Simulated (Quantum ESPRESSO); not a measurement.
Mo3WSe5S3, finding a planted mistake in a log

A calculation, not a measurement. The program is pw.x of Quantum ESPRESSO 7.5 (plane-wave density functional theory). The cell is made up: 12 atoms on a layered 2H lattice, with randomly drawn elements, strain and displacements, not relaxed. PseudoDojo standard norm-conserving files (v0.5 for PBE, v0.4.1 for LDA and PBEsol) set the functional; there is no spin polarisation, spin-orbit coupling or dispersion term, and the masses in the input are unused placeholders.

Intended input:

```
&control calculation='scf', pseudo_dir='./dojo.nc.sr.pbe.v0_5.standard.upf', outdir='./o', disk_io='low', tprnfor=.true., tstress=.true. /
&system ibrav=0, nat=12, ntyp=4, nbnd=83, ecutwfc=85.99341389, nosym=.true., tot_charge=0,
 occupations='smearing', smearing='fd', degauss=0.0018374661
/
&electrons conv_thr=7.350e-09, electron_maxstep=60, /
ATOMIC_SPECIES
Mo 1.0 Mo.upf
S 1.0 S.upf
Se 1.0 Se.upf
W 1.0 W.upf
CELL_PARAMETERS angstrom
3.2346 0.0 0.0
0.0 5.6026 0.0
0.0 0.0 12.9064
ATOMIC_POSITIONS angstrom
Mo 0.0105 1.8059 3.2357
Mo 1.6799 0.915 9.6923
Mo 1.5793 4.6226 3.2334
W 0.057 3.6987 9.6856
Se 0.0252 1.9482 8.0496
Se 0.0549 1.8707 11.2454
Se 1.5654 0.9151 1.622
S 1.6145 0.8738 4.8427
S 1.6279 4.72 8.0664
Se 1.5663 4.7396 11.297
Se 0.0211 3.6763 1.5994
S -0.0346 3.7615 4.8512
K_POINTS automatic
7 4 2 1 1 1
```

The log is shortened where brackets say so; the opening notice, blank lines, dates and the lines on written files are dropped, and the path of the files is cut. It prints rydbergs, bohrs and kilobars, and counts compression as positive stress. Where no state is partly filled, the Fermi energy that it prints is only some level between the filled and the empty states on the mesh, and need not lie in the true gap.

Log of the intended run:

```
     Program PWSCF v.7.5
     Parallel version (MPI & OpenMP), running on       4 processor cores
     Number of MPI processes:                 4
     Threads/MPI process:                     1
     [start-up lines left out]
     bravais-lattice index     =            0
     lattice parameter (alat)  =       6.1125  a.u.
     unit-cell volume          =    1578.3813 (a.u.)^3
     number of atoms/cell      =           12
     number of atomic types    =            4
     number of electrons       =       154.00
     number of Kohn-Sham states=           83
     kinetic-energy cutoff     =      85.9934  Ry
     charge density cutoff     =     343.9737  Ry
     scf convergence threshold =      7.3E-09
     mixing beta               =       0.7000
     number of iterations used =            8  plain     mixing
     Exchange-correlation= PBE
                           (   1   4   3   4   0   0   0)
     [axes and pseudopotential details left out]
   Cartesian axes
     site n.     atom                  positions (alat units)
         1        Mo     tau(   1) = (   0.0032462   0.5583071   1.0003401  )
         2        Mo     tau(   2) = (   0.5193532   0.2828789   2.9964447  )
         3        Mo     tau(   3) = (   0.4882520   1.4291102   0.9996290  )
         4        W      tau(   4) = (   0.0176220   1.1434799   2.9943733  )
         5        Se     tau(   5) = (   0.0077908   0.6023001   2.4885921  )
         6        Se     tau(   6) = (   0.0169727   0.5783404   3.4765968  )
         7        Se     tau(   7) = (   0.4839547   0.2829098   0.5014530  )
         8        S      tau(   8) = (   0.4991344   0.2701416   1.4971558  )
         9        S      tau(   9) = (   0.5032771   1.4592222   2.4937859  )
        10        Se     tau(  10) = (   0.4842330   1.4652816   3.4925493  )
        11        Se     tau(  11) = (   0.0065232   1.1365548   0.4944661  )
        12        S      tau(  12) = (  -0.0106968   1.1628949   1.4997836  )
     number of k points=    28  Fermi-Dirac smearing, width (Ry)=  0.0018
                       cart. coord. in units 2pi/alat
        k(    1) = (   0.0714286   0.0721674   0.0626550), wk =   0.0714286
        k(    2) = (   0.0714286   0.0721674  -0.0626550), wk =   0.0714286
     [further k points left out]
     Dense  grid:   169969 G-vectors     FFT dimensions: (  40,  64, 144)
     Estimated max dynamical RAM per process >     525.01 MB
     Estimated total dynamical RAM >       1.93 GB
     Initial potential from superposition of free atoms
     starting charge     153.9947, renormalised to     154.0000
     Starting wfcs are   97 randomized atomic wfcs
     total cpu time spent up to now is       11.7 secs
     per-process dynamical memory:   375.2 Mb
     Self-consistent Calculation
     iteration #  1     ecut=    85.99 Ry     beta= 0.70
     Davidson diagonalization with overlap
     ethr =  1.00E-02,  avg # of iterations =  2.0
     Threshold (ethr) on eigenvalues was too large:
     Diagonalizing with lowered threshold
     Davidson diagonalization with overlap
     ethr =  8.02E-04,  avg # of iterations =  2.0
     total cpu time spent up to now is       57.8 secs
     total energy              =   -1851.60657259 Ry
     estimated scf accuracy    <       1.26521915 Ry
     iteration #  2     ecut=    85.99 Ry     beta= 0.70
     Davidson diagonalization with overlap
     ethr =  8.22E-04,  avg # of iterations = 11.0
     total cpu time spent up to now is       98.6 secs
     total energy              =   -1848.32591916 Ry
     estimated scf accuracy    <      39.58783885 Ry
     [iterations 3 to 19 left out]
     iteration # 20     ecut=    85.99 Ry     beta= 0.70
     Davidson diagonalization with overlap
     ethr =  1.23E-11,  avg # of iterations =  5.6
     total cpu time spent up to now is      580.2 secs
     total energy              =   -1852.31965604 Ry
     estimated scf accuracy    <          8.3E-09 Ry
     iteration # 21     ecut=    85.99 Ry     beta= 0.70
     Davidson diagonalization with overlap
     ethr =  5.39E-12,  avg # of iterations =  2.0
     total cpu time spent up to now is      601.5 secs
     End of self-consistent calculation
     [lines on levels left out]
     the Fermi energy is    12.6751 ev
!    total energy              =   -1852.31965604 Ry
     estimated scf accuracy    <          9.8E-10 Ry
     smearing contrib. (-TS)   =      -0.00000000 Ry
     internal energy E=F+TS    =   -1852.31965604 Ry
     The total energy is F=E-TS. E is the sum of the following terms:
     one-electron contribution =   -1215.29316674 Ry
     hartree contribution      =     660.94053066 Ry
     xc contribution           =    -356.51673943 Ry
     ewald contribution        =    -941.45028052 Ry
     convergence has been achieved in  21 iterations
     Forces acting on atoms (cartesian axes, Ry/au):
     atom    1 type  1   force =    -0.03294202    0.02766055    0.10739097
     atom    2 type  1   force =    -0.02294629    0.01773313   -0.09752426
     atom    3 type  1   force =     0.02653886    0.00870577    0.07797948
     atom    4 type  4   force =    -0.05360241    0.11634211   -0.06793193
     atom    5 type  3   force =     0.01472649   -0.05208032   -0.06013243
     atom    6 type  3   force =     0.00206850   -0.01025020    0.10631713
     atom    7 type  3   force =     0.02653295   -0.01716827   -0.05857906
     atom    8 type  2   force =     0.00127257    0.00615252   -0.03776938
     atom    9 type  2   force =     0.01465877   -0.02542003    0.04164142
     atom   10 type  3   force =     0.04442641   -0.04724150    0.07380980
     atom   11 type  3   force =    -0.02239936    0.00248775   -0.04099781
     atom   12 type  2   force =     0.00166552   -0.02692150   -0.04420394
     Total force =     0.304290     Total SCF correction =     0.000202
     Computing stress (Cartesian axis) and pressure
          total   stress  (Ry/bohr**3)                   (kbar)     P=       65.25
   0.00033167   0.00003990   0.00003067           48.79        5.87        4.51
   0.00003990   0.00045379   0.00003059            5.87       66.75        4.50
   0.00003067   0.00003059   0.00054527            4.51        4.50       80.21
     init_run     :     11.07s CPU     11.51s WALL (       1 calls)
     electrons    :    579.08s CPU    589.94s WALL (       1 calls)
     forces       :      4.14s CPU      4.21s WALL (       1 calls)
     stress       :     13.62s CPU     13.87s WALL (       1 calls)
     [timing details left out]
     PWSCF        :  10m 8.14s CPU  10m19.94s WALL
     JOB DONE.
```

A second run was made from an input with one planted mistake. Its log:

```
     Program PWSCF v.7.5
     Parallel version (MPI & OpenMP), running on       4 processor cores
     Number of MPI processes:                 4
     Threads/MPI process:                     1
     [start-up lines left out]
     bravais-lattice index     =            0
     lattice parameter (alat)  =       6.1125  a.u.
     unit-cell volume          =    1578.3813 (a.u.)^3
     number of atoms/cell      =           12
     number of atomic types    =            4
     number of electrons       =       154.00
     number of Kohn-Sham states=           83
     kinetic-energy cutoff     =      85.9934  Ry
     charge density cutoff     =     343.9737  Ry
     scf convergence threshold =      7.3E-09
     mixing beta               =       0.7000
     number of iterations used =            8  plain     mixing
     Exchange-correlation= PBE
                           (   1   4   3   4   0   0   0)
     [axes and pseudopotential details left out]
   Cartesian axes
     site n.     atom                  positions (alat units)
         1        Mo     tau(   1) = (   0.0032462   0.5583071   1.0003401  )
         2        Mo     tau(   2) = (   0.5193532   0.2828789   2.9964447  )
         3        Mo     tau(   3) = (   0.4882520   1.4291102   0.9996290  )
         4        W      tau(   4) = (   0.0176220   1.1434799   2.9943733  )
         5        Se     tau(   5) = (   0.0077908   0.6023001   2.4885921  )
         6        Se     tau(   6) = (   0.0169727   0.5783404   3.4765968  )
         7        Se     tau(   7) = (   0.4839547   0.2829098   0.5014530  )
         8        S      tau(   8) = (   0.4991344   0.2701416   1.4971558  )
         9        S      tau(   9) = (   0.5032771   1.4592222   2.4937859  )
        10        Se     tau(  10) = (   0.4842330   1.4652816   3.4925493  )
        11        Se     tau(  11) = (   0.0065232   1.1365548   0.4944661  )
        12        S      tau(  12) = (  -0.0106968   1.1628949   1.4997836  )
     number of k points=     4  Fermi-Dirac smearing, width (Ry)=  0.0018
                       cart. coord. in units 2pi/alat
        k(    1) = (   0.2500000   0.1443348   0.0626550), wk =   0.5000000
        k(    2) = (   0.2500000   0.1443348  -0.0626550), wk =   0.5000000
     [further k points left out]
     Dense  grid:   169969 G-vectors     FFT dimensions: (  40,  64, 144)
     Estimated max dynamical RAM per process >     336.58 MB
     Estimated total dynamical RAM >       1.19 GB
     Initial potential from superposition of free atoms
     starting charge     153.9947, renormalised to     154.0000
     Starting wfcs are   97 randomized atomic wfcs
     total cpu time spent up to now is        3.9 secs
     per-process dynamical memory:   181.2 Mb
     Self-consistent Calculation
     iteration #  1     ecut=    85.99 Ry     beta= 0.70
     Davidson diagonalization with overlap
     ethr =  1.00E-02,  avg # of iterations =  2.0
     Threshold (ethr) on eigenvalues was too large:
     Diagonalizing with lowered threshold
     Davidson diagonalization with overlap
     ethr =  7.78E-04,  avg # of iterations =  2.0
     total cpu time spent up to now is       10.9 secs
     total energy              =   -1851.73624705 Ry
     estimated scf accuracy    <       1.23278887 Ry
     iteration #  2     ecut=    85.99 Ry     beta= 0.70
     Davidson diagonalization with overlap
     ethr =  8.01E-04,  avg # of iterations = 11.2
     total cpu time spent up to now is       17.0 secs
     total energy              =   -1848.83465103 Ry
     estimated scf accuracy    <      32.97076247 Ry
     [iterations 3 to 20 left out]
     iteration # 21     ecut=    85.99 Ry     beta= 0.70
     Davidson diagonalization with overlap
     ethr =  1.44E-11,  avg # of iterations =  5.0
     total cpu time spent up to now is       93.2 secs
     total energy              =   -1852.42441747 Ry
     estimated scf accuracy    <       0.00000001 Ry
     iteration # 22     ecut=    85.99 Ry     beta= 0.70
     Davidson diagonalization with overlap
     ethr =  6.58E-12,  avg # of iterations =  2.5
     total cpu time spent up to now is       96.5 secs
     End of self-consistent calculation
     [lines on levels left out]
     the Fermi energy is    12.1140 ev
!    total energy              =   -1852.42441747 Ry
     estimated scf accuracy    <          2.0E-09 Ry
     smearing contrib. (-TS)   =      -0.00000000 Ry
     internal energy E=F+TS    =   -1852.42441747 Ry
     The total energy is F=E-TS. E is the sum of the following terms:
     one-electron contribution =   -1215.37558565 Ry
     hartree contribution      =     660.88307138 Ry
     xc contribution           =    -356.48162267 Ry
     ewald contribution        =    -941.45028052 Ry
     convergence has been achieved in  22 iterations
     Forces acting on atoms (cartesian axes, Ry/au):
     atom    1 type  1   force =    -0.02863023    0.00905619    0.10799206
     atom    2 type  1   force =    -0.01882082    0.03628485   -0.09501469
     atom    3 type  1   force =     0.02342782   -0.00835418    0.08043842
     atom    4 type  4   force =    -0.04312639    0.12868519   -0.06680614
     atom    5 type  3   force =     0.01183300   -0.05906203   -0.05568174
     atom    6 type  3   force =     0.00014791   -0.01859870    0.09899605
     atom    7 type  3   force =     0.02376200   -0.00840185   -0.05242749
     atom    8 type  2   force =    -0.00006529    0.01541666   -0.04467422
     atom    9 type  2   force =     0.01061101   -0.03269284    0.04672070
     atom   10 type  3   force =     0.03856788   -0.05500272    0.06926196
     atom   11 type  3   force =    -0.02006596    0.01065109   -0.03654374
     atom   12 type  2   force =     0.00235907   -0.01798167   -0.05226117
     Total force =     0.305471     Total SCF correction =     0.000234
     Computing stress (Cartesian axis) and pressure
          total   stress  (Ry/bohr**3)                   (kbar)     P=       53.70
   0.00039761   0.00003323   0.00002890           58.49        4.89        4.25
   0.00003323   0.00029099   0.00003004            4.89       42.81        4.42
   0.00002890   0.00003004   0.00040645            4.25        4.42       59.79
     init_run     :      3.70s CPU      3.82s WALL (       1 calls)
     electrons    :     91.12s CPU     92.63s WALL (       1 calls)
     forces       :      0.98s CPU      1.02s WALL (       1 calls)
     stress       :      2.37s CPU      2.41s WALL (       1 calls)
     [timing details left out]
     PWSCF        :   1m38.30s CPU   1m40.07s WALL
     JOB DONE.
```

Question: what was wrong in the second input?

Answer: the k-point mesh is too coarse. The input lines that differ, file-writing options aside:

```
- 7 4 2 1 1 1
+ 2 2 2 1 1 1
```

```
                                            intended run  run with the mistake
                          free energy (eV)    -25202.093            -25203.518
                    smearing term -TS (eV)        0.0000                0.0000
                            pressure (GPa)          6.53                  5.37
            largest force component (eV/Å)         2.991                 3.309
largest change of a force component (eV/Å)                               0.478
                                iterations            21                    22
```

For scale, a rerun of the intended cell at a cutoff of 1467 eV and k mesh 9 x 6 x 4 moved values by no more than 0.003 eV in energy, 0.02 GPa in stress and 0.002 eV/Å in force.